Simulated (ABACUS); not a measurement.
**Parameter sweep on AlN (P6_3mc, 4 atoms in the cell; from Materials Project mp-661, lattice scaled a little)**

```
CELL_PARAMETERS angstrom
      3.17552     0.00000     0.00000
     -1.58776     2.75008     0.00000
      0.00000     0.00000     5.09221
ATOMIC_POSITIONS crystal
  Al 0.66667 0.33333 0.49929
  Al 0.33333 0.66667 0.99929
  N  0.66667 0.33333 0.88071
  N  0.33333 0.66667 0.38071
```

Base run A: PBE, PseudoDojo 0.5 standard norm-conserving PBE (tails mended) pseudopotentials (ABACUS), self-consistent single point.

Its settings: KPT = Gamma 12 12 8 0 0 0; basis_type = pw; dft_functional = PBE; ecutwfc = 84 Ry; smearing_method = gaussian; smearing_sigma = 0.00367493 Ry; potentials = PseudoDojo 0.5 standard norm-conserving PBE (tails mended); symmetry = 1; ks_solver = cg; scf_nmax = 100; scf_thr = 1.0e-09 Ry; mixing_type = broyden.

The structure comes from a collection of computed structures, made at another level of theory; the collection holds predicted forms beside known ones. Its lattice was then scaled.

ΔF is the free energy per atom less that of run A. 

A variant of run A gave: the free energy falls by 4.0 meV/atom, the pressure goes from -7.99 to -6.39 GPa, the largest force goes from 0.012 to 0.088 eV/Å and the gap on the mesh goes from 3.672 to 3.736 eV.

Q: Which change was made?
A) lattice vector c scaled by 0.98
B) lattice vector c scaled by 1.01
C) lattice vector c scaled by 0.99
D) lattice vector c scaled by 1.02

A: C, lattice vector c scaled by 0.99. That run gave: ΔF (meV/atom) -4.0; pressure (GPa) -6.39; largest force (eV/Å) 0.088; gap on the mesh (eV) 3.736.

The base and the other variants:

```
change                           ΔF (meV/atom)  pressure (GPa)  largest force (eV/Å)  gap on the mesh (eV)
-------------------------------  -------------  --------------  --------------------  --------------------
base                                      0.00           -7.99                 0.012                 3.672
lattice vector c scaled by 0.98           -5.2           -4.65                 0.210                 3.797
lattice vector c scaled by 1.01            6.6           -9.47                 0.090                 3.607
lattice vector c scaled by 1.02           15.6          -10.84                 0.149                 3.540
```

“Tails mended”: in these copies of the files the far tail of each local potential was reset to the Coulomb form.
